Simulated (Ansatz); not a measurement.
Input and command of a plane-wave DFT calculation in Ansatz:

```yaml
crystal:
  lattice:
    - [5.7729299511, 0.0, 0.0]
    - [-2.8864649755, 4.9995039919, 0.0]
    - [0.0, 0.0, 25.0803234734]
  atoms:
    - { symbol: H, position: [0.5002842939, 0.5036515239, 0.6356351091] }
    - { symbol: H, position: [0.500785539, 1.0017487775, 0.6356062145] }
basis:
  ecutwfc: 420
kpoints:
  mp_grid: { grid: [4, 4, 1] }
hamiltonian:
  xc: pbe
  dispersion: d3bj
scf:
  occupations: { method: gaussian, width: 0.1 }
output:
  forces: true
  eigenvalues: true
  write_density: true
  volumetric_format: npy
efield:
  axis: 3
  dipole_correction: true
  ramp_width: 0.04
```

```bash
ansatz run input.yaml --threads 4 --pin off --max-ram 10240MiB --backend cpu --events-out ev --progress --plain --runs-dir out
```

Processor: Arm Neoverse V1, 4 threads, on a host shared with other jobs.

Estimate time, memory and problem size.

About 1.3 s on 4 threads of Arm Neoverse V1 (shared host), peak memory 0.54 GiB. It solves 5 bands at 10 k points (the mesh reduced by the symmetry that the task leaves, which can be less than the crystal's) with about 14171 plane waves, in 6 SCF iterations.
